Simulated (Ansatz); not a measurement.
Consider the following.

Sc:
```
CELL_PARAMETERS angstrom
      3.25935     0.00000     0.00000
     -1.62968     2.82268     0.00000
      0.00000     0.00000     8.14296
ATOMIC_POSITIONS crystal
  Sc 0.50000 0.00000 0.00000
  Sc 0.50000 0.50000 0.33333
  Sc 0.00000 0.50000 0.66667
```

This is the r²SCAN-relaxed structure.

Task: All from DFT-r²SCAN in the program Ansatz with PAW potentials, unless another level is named. Give the bulk modulus (Birch–Murnaghan fit).

Result: 52.1 GPa.

Task: Give the highest zone-centre frequency.

Result: 154 cm^-1.

Space group P6_222. The workflow started from a Materials Project entry (that database holds measured and hypothetical structures alike); the Crystallography Open Database copy checked does not list it. It is not the phase usual at ambient conditions (space group No. 194). The r²SCAN relaxation kept the symmetry of its start. At this level the phase is dynamically unstable (imaginary phonons). No spin polarisation was allowed. As this level gives no gap, phonon frequencies hold no LO–TO term and depend on the k-mesh and smearing (Fermi–Dirac, 0.1 eV here).

Potentials: the later of the program's two PAW sets.
